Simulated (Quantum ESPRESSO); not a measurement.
# InYHfO4F2: one run as intended and one with a planted mistake

Computed values, not a measurement. The program is pw.x of Quantum ESPRESSO 7.5 (plane-wave density functional theory). The cell is made up: 9 atoms on a corundum lattice with one site empty, with randomly drawn elements, strain and displacements, not relaxed. PseudoDojo standard norm-conserving files (v0.5 for PBE, v0.4.1 for LDA and PBEsol) set the functional; there is no spin polarisation, spin-orbit coupling or dispersion term, and the masses in the input are unused placeholders.

The hafnium pseudopotential is less sure than the others, with forces about 3 percent (worst 6) and pressure in oxides about 1.5 GPa (worst 2.7) from a second method in checks, which no rerun with the same files tests.

Intended input:

```
&control calculation='scf', pseudo_dir='./dojo.nc.sr.pbe.v0_5.standard.upf', outdir='./o', disk_io='low', tprnfor=.true., tstress=.true. /
&system ibrav=0, nat=9, ntyp=5, nbnd=43, ecutwfc=84.00895049, nosym=.true., tot_charge=0,
 occupations='smearing', smearing='fd', degauss=0.0018374661
/
&electrons conv_thr=7.350e-09, electron_maxstep=60, /
ATOMIC_SPECIES
F 1.0 F.upf
Hf 1.0 Hf.upf
In 1.0 In.upf
O 1.0 O.upf
Y 1.0 Y.upf
CELL_PARAMETERS angstrom
2.7628 1.6186 4.8706
-2.7265 1.63 4.8463
0.028 -3.1675 4.8319
ATOMIC_POSITIONS angstrom
In 0.0206 0.0082 5.1225
Y -0.0121 0.0276 2.1587
Hf 0.0276 0.0314 9.4311
O -1.0662 1.6637 8.492
O -0.8202 -1.6583 8.4313
F 1.964 0.218 8.5141
F 1.1055 -1.6049 6.0245
O 0.8605 1.7543 6.0883
O -1.8473 -0.094 6.064
K_POINTS automatic
5 5 5 1 1 1
```

The log is shortened where brackets say so; the opening notice, blank lines, dates and the lines on written files are dropped, and the path of the files is cut. It prints rydbergs, bohrs and kilobars, and counts compression as positive stress.

Log of the intended run:

```
     Program PWSCF v.7.5
     Parallel version (MPI & OpenMP), running on       4 processor cores
     Number of MPI processes:                 4
     Threads/MPI process:                     1
     [start-up lines left out]
     bravais-lattice index     =            0
     lattice parameter (alat)  =      11.0150  a.u.
     unit-cell volume          =     860.7843 (a.u.)^3
     number of atoms/cell      =            9
     number of atomic types    =            5
     number of electrons       =        74.00
     number of Kohn-Sham states=           43
     kinetic-energy cutoff     =      84.0090  Ry
     charge density cutoff     =     336.0358  Ry
     scf convergence threshold =      7.3E-09
     mixing beta               =       0.7000
     number of iterations used =            8  plain     mixing
     Exchange-correlation= PBE
                           (   1   4   3   4   0   0   0)
     [axes and pseudopotential details left out]
   Cartesian axes
     site n.     atom                  positions (alat units)
         1        In     tau(   1) = (   0.0035341   0.0014068   0.8788159  )
         2        Y      tau(   2) = (  -0.0020759   0.0047351   0.3703465  )
         3        Hf     tau(   3) = (   0.0047351   0.0053870   1.6179992  )
         4        O      tau(   4) = (  -0.1829172   0.2854243   1.4568873  )
         5        O      tau(   5) = (  -0.1407135  -0.2844979   1.4464736  )
         6        F      tau(   6) = (   0.3369438   0.0374001   1.4606787  )
         7        F      tau(   7) = (   0.1896595  -0.2753366   1.0335630  )
         8        O      tau(   8) = (   0.1476274   0.3009677   1.0445086  )
         9        O      tau(   9) = (  -0.3169227  -0.0161266   1.0403397  )
     number of k points=    63  Fermi-Dirac smearing, width (Ry)=  0.0018
                       cart. coord. in units 2pi/alat
        k(    1) = (  -0.0005335  -0.0006671   0.1201988), wk =   0.0320000
        k(    2) = (  -0.0014004  -0.2444054   0.2016898), wk =   0.0320000
     [further k points left out]
     Dense  grid:    89561 G-vectors     FFT dimensions: (  72,  64,  64)
     Estimated max dynamical RAM per process >     265.68 MB
     Estimated total dynamical RAM >     997.11 MB
     Initial potential from superposition of free atoms
     starting charge      73.9898, renormalised to      74.0000
     Starting wfcs are   53 randomized atomic wfcs
     total cpu time spent up to now is        6.5 secs
     per-process dynamical memory:   206.2 Mb
     Self-consistent Calculation
     iteration #  1     ecut=    84.01 Ry     beta= 0.70
     Davidson diagonalization with overlap
     ethr =  1.00E-02,  avg # of iterations =  2.0
     total cpu time spent up to now is       15.0 secs
     total energy              =    -557.45209317 Ry
     estimated scf accuracy    <       3.07001086 Ry
     iteration #  2     ecut=    84.01 Ry     beta= 0.70
     Davidson diagonalization with overlap
     ethr =  4.15E-03,  avg # of iterations =  4.1
     total cpu time spent up to now is       27.9 secs
     total energy              =    -555.97820764 Ry
     estimated scf accuracy    <      15.01717796 Ry
     [iterations 3 to 12 left out]
     iteration # 13     ecut=    84.01 Ry     beta= 0.70
     Davidson diagonalization with overlap
     ethr =  7.26E-10,  avg # of iterations =  4.1
     total cpu time spent up to now is      164.0 secs
     total energy              =    -559.03082037 Ry
     estimated scf accuracy    <       0.00000003 Ry
     iteration # 14     ecut=    84.01 Ry     beta= 0.70
     Davidson diagonalization with overlap
     ethr =  3.85E-11,  avg # of iterations =  4.2
     total cpu time spent up to now is      177.8 secs
     End of self-consistent calculation
     [lines on levels left out]
!    total energy              =    -559.03082038 Ry
     estimated scf accuracy    <          5.3E-09 Ry
     smearing contrib. (-TS)   =       0.00000000 Ry
     internal energy E=F+TS    =    -559.03082038 Ry
     The total energy is F=E-TS. E is the sum of the following terms:
     one-electron contribution =    -184.37554962 Ry
     hartree contribution      =     135.61872881 Ry
     xc contribution           =    -140.39901016 Ry
     ewald contribution        =    -369.87498941 Ry
     convergence has been achieved in  14 iterations
     Forces acting on atoms (cartesian axes, Ry/au):
     atom    1 type  3   force =    -0.00695709    0.13153414    0.03672376
     atom    2 type  5   force =     0.00387876   -0.01821321   -0.02551215
     atom    3 type  2   force =    -0.01472759   -0.01576469    0.00195240
     atom    4 type  4   force =     0.02232363   -0.10516824    0.08301118
     atom    5 type  4   force =     0.07040389    0.07580220    0.07543292
     atom    6 type  1   force =    -0.06306125   -0.04715652    0.01445910
     atom    7 type  1   force =     0.04627319    0.02262040   -0.03082797
     atom    8 type  4   force =    -0.05698303    0.01677341   -0.07850750
     atom    9 type  4   force =    -0.00115051   -0.06042749   -0.07673172
     Total force =     0.290263     Total SCF correction =     0.000079
     Computing stress (Cartesian axis) and pressure
          total   stress  (Ry/bohr**3)                   (kbar)     P=       11.78
   0.00012638   0.00017936  -0.00024537           18.59       26.38      -36.10
   0.00017936  -0.00019306  -0.00017601           26.38      -28.40      -25.89
  -0.00024537  -0.00017601   0.00030689          -36.10      -25.89       45.15
     init_run     :      6.06s CPU      6.31s WALL (       1 calls)
     electrons    :    170.42s CPU    171.24s WALL (       1 calls)
     forces       :      1.42s CPU      1.43s WALL (       1 calls)
     stress       :      5.22s CPU      5.22s WALL (       1 calls)
     [timing details left out]
     PWSCF        :   3m 3.38s CPU   3m 4.55s WALL
     JOB DONE.
```

A second run has one planted mistake: the k-point mesh is too coarse. The input lines that differ, file-writing options aside:

```
- 5 5 5 1 1 1
+ 1 1 1 1 1 1
```

Its log:

```
     Program PWSCF v.7.5
     Parallel version (MPI & OpenMP), running on       4 processor cores
     Number of MPI processes:                 4
     Threads/MPI process:                     1
     [start-up lines left out]
     bravais-lattice index     =            0
     lattice parameter (alat)  =      11.0150  a.u.
     unit-cell volume          =     860.7843 (a.u.)^3
     number of atoms/cell      =            9
     number of atomic types    =            5
     number of electrons       =        74.00
     number of Kohn-Sham states=           43
     kinetic-energy cutoff     =      84.0090  Ry
     charge density cutoff     =     336.0358  Ry
     scf convergence threshold =      7.3E-09
     mixing beta               =       0.7000
     number of iterations used =            8  plain     mixing
     Exchange-correlation= PBE
                           (   1   4   3   4   0   0   0)
     [axes and pseudopotential details left out]
   Cartesian axes
     site n.     atom                  positions (alat units)
         1        In     tau(   1) = (   0.0035341   0.0014068   0.8788159  )
         2        Y      tau(   2) = (  -0.0020759   0.0047351   0.3703465  )
         3        Hf     tau(   3) = (   0.0047351   0.0053870   1.6179992  )
         4        O      tau(   4) = (  -0.1829172   0.2854243   1.4568873  )
         5        O      tau(   5) = (  -0.1407135  -0.2844979   1.4464736  )
         6        F      tau(   6) = (   0.3369438   0.0374001   1.4606787  )
         7        F      tau(   7) = (   0.1896595  -0.2753366   1.0335630  )
         8        O      tau(   8) = (   0.1476274   0.3009677   1.0445086  )
         9        O      tau(   9) = (  -0.3169227  -0.0161266   1.0403397  )
     number of k points=     1  Fermi-Dirac smearing, width (Ry)=  0.0018
                       cart. coord. in units 2pi/alat
        k(    1) = (   0.0026674   0.0033354  -0.6009939), wk =   2.0000000
     Dense  grid:    89561 G-vectors     FFT dimensions: (  72,  64,  64)
     Estimated max dynamical RAM per process >     148.17 MB
     Estimated total dynamical RAM >     527.09 MB
     Initial potential from superposition of free atoms
     starting charge      73.9898, renormalised to      74.0000
     Starting wfcs are   53 randomized atomic wfcs
     total cpu time spent up to now is        2.4 secs
     per-process dynamical memory:   100.2 Mb
     Self-consistent Calculation
     iteration #  1     ecut=    84.01 Ry     beta= 0.70
     Davidson diagonalization with overlap
     ethr =  1.00E-02,  avg # of iterations =  2.0
     total cpu time spent up to now is        3.5 secs
     total energy              =    -557.56835603 Ry
     estimated scf accuracy    <       2.96490909 Ry
     iteration #  2     ecut=    84.01 Ry     beta= 0.70
     Davidson diagonalization with overlap
     ethr =  4.01E-03,  avg # of iterations =  5.0
     total cpu time spent up to now is        5.0 secs
     total energy              =    -556.04604802 Ry
     estimated scf accuracy    <      14.74512829 Ry
     [iterations 3 to 12 left out]
     iteration # 13     ecut=    84.01 Ry     beta= 0.70
     Davidson diagonalization with overlap
     ethr =  9.43E-10,  avg # of iterations =  3.0
     total cpu time spent up to now is       13.0 secs
     total energy              =    -559.10046071 Ry
     estimated scf accuracy    <       0.00000004 Ry
     iteration # 14     ecut=    84.01 Ry     beta= 0.70
     Davidson diagonalization with overlap
     ethr =  5.65E-11,  avg # of iterations =  3.0
     total cpu time spent up to now is       13.7 secs
     End of self-consistent calculation
     [lines on levels left out]
!    total energy              =    -559.10046072 Ry
     estimated scf accuracy    <          5.7E-09 Ry
     smearing contrib. (-TS)   =       0.00000000 Ry
     internal energy E=F+TS    =    -559.10046072 Ry
     The total energy is F=E-TS. E is the sum of the following terms:
     one-electron contribution =    -184.27997551 Ry
     hartree contribution      =     135.39115765 Ry
     xc contribution           =    -140.33665344 Ry
     ewald contribution        =    -369.87498941 Ry
     convergence has been achieved in  14 iterations
     Forces acting on atoms (cartesian axes, Ry/au):
     atom    1 type  3   force =    -0.00894979    0.12962271    0.04226673
     atom    2 type  5   force =     0.00295792   -0.02119334   -0.02213546
     atom    3 type  2   force =    -0.01436500   -0.01607690    0.01284648
     atom    4 type  4   force =     0.03564720   -0.09253630    0.07183968
     atom    5 type  4   force =     0.05514489    0.06507538    0.06173699
     atom    6 type  1   force =    -0.05960277   -0.05113670    0.01112797
     atom    7 type  1   force =     0.04479207    0.01704211   -0.02396719
     atom    8 type  4   force =    -0.05036412    0.01690781   -0.07731988
     atom    9 type  4   force =    -0.00526040   -0.04770478   -0.07639533
     Total force =     0.269130     Total SCF correction =     0.000090
     Computing stress (Cartesian axis) and pressure
          total   stress  (Ry/bohr**3)                   (kbar)     P=       -4.83
   0.00006834   0.00019504  -0.00023096           10.05       28.69      -33.98
   0.00019504  -0.00027922  -0.00017032           28.69      -41.07      -25.05
  -0.00023096  -0.00017032   0.00011233          -33.98      -25.05       16.52
     init_run     :      2.14s CPU      2.25s WALL (       1 calls)
     electrons    :     11.08s CPU     11.31s WALL (       1 calls)
     forces       :      0.21s CPU      0.23s WALL (       1 calls)
     stress       :      0.52s CPU      0.52s WALL (       1 calls)
     [timing details left out]
     PWSCF        :     14.07s CPU     14.45s WALL
     JOB DONE.
```

```
                                            intended run  run with the mistake
                          free energy (eV)     -7606.002             -7606.949
                    smearing term -TS (eV)        0.0000                0.0000
                            pressure (GPa)          1.18                 -0.48
            largest force component (eV/Å)         3.382                 3.333
largest change of a force component (eV/Å)                               0.392
                                iterations            14                    14
```

For scale, a rerun of the intended cell at 1437 eV and a 7 x 7 x 7 mesh moved values by no more than 0.003 eV in energy, 0.03 GPa in stress and 0.002 eV/Å in force.